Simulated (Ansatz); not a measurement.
GaBi:
```
CELL_PARAMETERS angstrom
      0.00000     2.94295     2.94295
      2.94295     0.00000     2.94295
      2.94295     2.94295     0.00000
ATOMIC_POSITIONS crystal
  Ga 0.50000 0.50000 0.50000
  Bi 0.00000 0.00000 0.00000
```

Relaxed with PBEsol. Special points in fractions of this cell's reciprocal vectors: Γ (0.000, 0.000, 0.000); X (0.500, 0.000, 0.500); U (0.625, 0.250, 0.625); K (0.375, 0.375, 0.750); L (0.500, 0.500, 0.500); W (0.500, 0.250, 0.750).

List the band energies nearest the Fermi level at these points for PBEsol (plane waves, PAW; program Ansatz).

In eV from the Fermi level; about four levels below and three above (degenerate sets whole), none deeper than 8.9 eV; points with the same levels are listed once.

```json
[
 {"k": "Γ", "below": "-1.67", "above": "0.20 0.20 0.20"},
 {"k": "X", "below": "-4.99 -4.31 -2.33 -2.33", "above": "3.20 8.59 8.59"},
 {"k": "U", "below": "-5.97 -4.45 -1.66 -0.87", "above": "5.42 6.19 6.62"},
 {"k": "L", "below": "-7.36", "above": "0.61 0.61 2.00"},
 {"k": "W", "below": "-5.79 -3.96 -3.96", "above": "2.18 2.91 6.73 6.73"}
]
```

Space group Fm-3m (rock salt). The cell is a constructed one: a structure type filled with these elements; neither database checked (COD, Materials Project) lists it. Whether it is the stable phase at ambient conditions was not checked. The cell was relaxed with PBEsol under the symmetry of its start; of distortions, only those at the zone centre were tested. Scalar-relativistic: spin–orbit coupling is off unless named, which matters more the heavier the elements.

Potentials: the later of the program's two PAW sets.
